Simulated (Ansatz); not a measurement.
# A plane-wave run on NbTlAu$_{2}$S$_{4}$

input.yaml (Ansatz 0.2.0)

```yaml
crystal:
  lattice:
    - [5.683582, 0.0, 0.0]
    - [2.841791, -9.309014, 0.0]
    - [0.0, 0.0, -7.601778]
  atoms:
    - { symbol: S, position: [0.862, 0.78, 0.0018] }
    - { symbol: S, position: [0.862, 0.78, 0.4982] }
    - { symbol: S, position: [0.642, 0.22, 0.9982] }
    - { symbol: S, position: [0.642, 0.22, 0.5018] }
    - { symbol: S, position: [0.458, 0.588, 0.75] }
    - { symbol: S, position: [0.046, 0.412, 0.25] }
    - { symbol: S, position: [0.269, 0.992, 0.75] }
    - { symbol: S, position: [0.261, 0.008, 0.25] }
    - { symbol: Au, position: [0.1096, 0.7828, 0.75] }
    - { symbol: Au, position: [0.8924, 0.2172, 0.25] }
    - { symbol: Au, position: [0.534, 0.0, 0.0] }
    - { symbol: Au, position: [0.534, 0.0, 0.5] }
    - { symbol: Tl, position: [0.0762, 0.3636, 0.75] }
    - { symbol: Tl, position: [0.4398, 0.6364, 0.25] }
    - { symbol: Nb, position: [0.6124, 0.7732, 0.75] }
    - { symbol: Nb, position: [0.3856, 0.2268, 0.25] }
  symmetry: { tolerance: 0.0003 }
kpoints:
  mp_grid: { grid: [5, 5, 4], shift: [0, 0, 0] }
magnetization:
  spin_polarized: false
scf:
  occupations: { method: fermi_dirac }
  lower_state_search: "off"
  max_iter: 200
hamiltonian:
  pseudopotentials: { kind: paw }
  xc: r2scan
basis:
  ecutwfc: 500
  fft_grid_basis: typed
output:
  forces: true
  stress: true
  eigenvalues: true
  populations: true
  elf: true
  write_potential: true
  volumetric_format: npy
  dos:
    e_range: [-12, 8]
    de: 0.05
    projected: { site_lists: { Au: [Au], Nb: [Nb], S: [S], Tl: [Tl] } }
checkpoint:
  read: saved_state
```

The run starts from an earlier solution of this cell. 

Parts of the output:

```
SCF iter   1: F=-91952.0161 eV  Δρ=1.04e-3  dr2=4.62e-3  dr2_τ=9.72e-4
SCF iter   2: F=-91952.0192 eV  Δρ=5.33e-4  dr2=5.97e-4  dr2_τ=2.60e-4
SCF iter   3: F=-91952.0194 eV  Δρ=1.71e-4  dr2=1.43e-4  dr2_τ=3.03e-5
SCF iter   4: F=-91952.0195 eV  Δρ=6.57e-5  dr2=3.51e-5  dr2_τ=4.46e-6
SCF iter   5: F=-91952.0195 eV  Δρ=3.23e-5  dr2=3.80e-6  dr2_τ=7.40e-7
SCF iter   6: F=-91952.0195 eV  Δρ=1.21e-5  dr2=5.47e-7  dr2_τ=1.33e-7
SCF iter   7: F=-91952.0195 eV  Δρ=2.83e-6  dr2=3.96e-8  dr2_τ=3.44e-9
Free energy (F): -91952.0195 eV
Harris-Foulkes:  -91952.0195 eV  (|F-HF|=2.18e-8)
Internal energy: -91952.0186 eV  (E = F + TS)
E sigma→0 (E₀):  -91952.0190 eV
Entropy (-TS):   -0.0008 eV (-0.053 meV/atom)
Fermi energy:    8.6440 eV
--- Per-component energies (eV) ---
  E_band       = -2315.1916
  E_kinetic    = 4731.6605
  E_local      = -21778.4361  (includes V_loc(G=0)·N_el)
  E_nonlocal   = 1400.4800
  E_hartree    = 9118.1764
  E_xc         = -2384.6687
  E_vxc        = -2776.0659  (∫ρ·V_xc dr)
  E_paw        = -70357.6660  (= ΣΔE_a)
  E_vpaw       = -2305.3785  (= ΣTr[D̂ρ^β])
  E_aug_tail   = 0.0031  (compensation charges beyond the density's cutoff)
  E_vtau       = 176.1916  (kinetic-family band-sum trace: ∫τ·v_τ [+ j·A + Jᵃ·Aᵃ] dr)
  E_ewald      = -12681.6790
  E_core_change = 0.1112  (= ΣΔE_core)
  E_smearing   = -0.0008  (= −TS)
--- Forces (eV/Å), atoms counted from 1 ---
  atom   1  S     -0.7801     0.7223    -0.3244
  atom   2  S     -0.7801     0.7223     0.3244
  atom   3  S     -0.7801    -0.7223     0.3244
  atom   4  S     -0.7801    -0.7223    -0.3244
  atom   5  S      0.5855     2.3646     0.0000
  atom   6  S      0.5855    -2.3646     0.0000
  atom   7  S     -0.0994     0.2174     0.0000
  atom   8  S     -0.0994    -0.2174     0.0000
  atom   9  Au    -0.2564    -0.6504     0.0000
  atom  10  Au    -0.2564     0.6504     0.0000
  atom  11  Au     0.0557     0.0000     0.0000
  atom  12  Au     0.0557     0.0000     0.0000
  atom  13  Tl     0.0660     0.0515     0.0000
  atom  14  Tl     0.0660    -0.0515     0.0000
  atom  15  Nb     1.2089    -1.4171     0.0000
  atom  16  Nb     1.2089     1.4171     0.0000
--- Stress (GPa, compression-positive) ---
        4.9232       0.0000       0.0000
        0.0000       5.2288       0.0000
        0.0000       0.0000       3.3590
  P = ⅓ Tr σ = 4.5037 GPa (45.037 kbar)
```

Origin: a known structure type with other elements, at an estimated volume, so it need not be a known compound. Caveats: atoms or cell far from equilibrium.
